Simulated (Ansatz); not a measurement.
Relaxed polymorphs of KI. Calculation: r2SCAN (plane waves to 500 eV, PAW, scalar-relativistic; Ansatz, an electronic-structure program). One row is withheld; estimate it from its structure type, its coordination and the trend of the others.

```csv
structure,coordination,E − E(first row) (eV/atom),V (Å³/atom),"gap (eV, no SOC)"
"Fm-3m, cF8, rock salt type","I 6 (octahedral), K 6 (octahedral)",0.000,44.60,4.58
"F-43m, cF8, zinc blende type","I 4 (tetrahedral), K 4 (tetrahedral)",[?],[?],[?]
"P6₃/mmc, hP4, NiAs type","K 6 (octahedral), I 6 (trigonal prismatic)",0.021,44.69,4.50
"Pm-3m, cP2, CsCl type","K 8 (cubic), I 8 (cubic)",0.060,39.53,4.04
```

**Question.** Fill in the missing entries.

**Answer.** 
- F-43m, cF8, zinc blende type, E − E(first row) (eV/atom): 0.136
- F-43m, cF8, zinc blende type, V (Å³/atom): 62.35
- F-43m, cF8, zinc blende type, gap (eV, no SOC): 4.47

The withheld cell: F-43m (No. 216), cF8, zinc blende type; a = 7.931 Å, b = 7.931 Å, c = 7.931 Å, α = 90.00°, β = 90.00°, γ = 90.00°; I 4c (0.250, 0.250, 0.250); K 4a (0.000, 0.000, 0.000). Coordination numbers (neighbours up to the widest gap in distance over summed covalent radii, below 1.35; n+m marks a second, longer set; metal–metal contacts left out).

Each run could gain symmetry but not lose that of its start, so entries can be saddle points. From databases, or of a type measured for this composition: Fm-3m, cF8, rock salt type; the others are generated cells (placed on structure types, drawn at random, substituted or restacked) that were not matched to a known phase here. Energies are at zero temperature and pressure, without zero-point motion. Each cell has its own k-point mesh; energy differences are given only to the digits this allows. No spin polarisation in the result.
